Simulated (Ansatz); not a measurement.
V₅Ge₃:
```cif
data_Ge6V10
_chemical_formula_sum 'V10 Ge6'
_space_group_name_H-M_alt 'P 1'
_space_group_IT_number 1
_cell_length_a 7.26044
_cell_length_b 7.26044
_cell_length_c 4.93992
_cell_angle_alpha 90.000
_cell_angle_beta 90.000
_cell_angle_gamma 120.000
loop_
_space_group_symop_operation_xyz
  'x, y, z'
loop_
_atom_site_label
_atom_site_type_symbol
_atom_site_fract_x
_atom_site_fract_y
_atom_site_fract_z
_atom_site_occupancy
V1 V 0.33333 0.66667 0.00000 1
V2 V 0.66667 0.33333 0.50000 1
V3 V 0.66667 0.33333 0.00000 1
V4 V 0.33333 0.66667 0.50000 1
Ge1 Ge 0.61090 0.00000 0.25000 1
Ge2 Ge 0.61090 0.61090 0.75000 1
Ge3 Ge 0.00000 0.61090 0.25000 1
Ge4 Ge 0.38910 0.00000 0.75000 1
Ge5 Ge 0.38910 0.38910 0.25000 1
Ge6 Ge 0.00000 0.38910 0.75000 1
V5 V 0.25100 0.00000 0.25000 1
V6 V 0.25100 0.25100 0.75000 1
V7 V 0.00000 0.25100 0.25000 1
V8 V 0.74900 0.00000 0.75000 1
V9 V 0.74900 0.74900 0.25000 1
V10 V 0.00000 0.74900 0.75000 1
```
Starting moments (μB, in the order of the atoms V V V V Ge Ge Ge Ge Ge Ge V V V V V V): -0.6 -0.6 -0.6 -0.6 -0.1 -0.1 -0.1 -0.1 -0.1 -0.1 1.2 1.2 1.2 1.2 1.2 1.2.

Relaxed with r²SCAN.

**Question.** Tabulate the valence density and the electron localisation function along the shortest V–V contact (2.47 Å), r²SCAN (plane waves, PAW; program Ansatz).

**Answer.** 

```csv
distance from V (Å),density (e/Å³),ELF
0.25,13.17,0.74
0.37,9.71,0.77
0.49,6.29,0.76
0.62,3.58,0.69
0.74,1.83,0.54
0.86,0.92,0.37
0.99,0.57,0.28
1.11,0.45,0.30
1.24,0.41,0.33
1.36,0.45,0.30
1.48,0.57,0.28
1.61,0.92,0.37
1.73,1.83,0.54
1.85,3.58,0.69
1.98,6.29,0.76
2.10,9.71,0.77
2.22,13.17,0.74
```

The density is the valence pseudo-density with augmentation charge, so density and ELF within about 1 Å of a nucleus are not all-electron values.

Space group P6_3/mcm. The workflow started from an entry of the Crystallography Open Database (COD). Its standing as an ambient phase is unchecked. The r²SCAN relaxation kept the symmetry of its start, as lowered by the spin order; its stability against distortions is not shown here. Magnetic state: ferrimagnetic, chosen from 2 collinear starts compared on coarse meshes (ties went to the first, and starts can fall back to one state), not a proven ground state. Other orbital occupations within this spin state were not tried.

Potentials: the later of the program's two PAW sets.
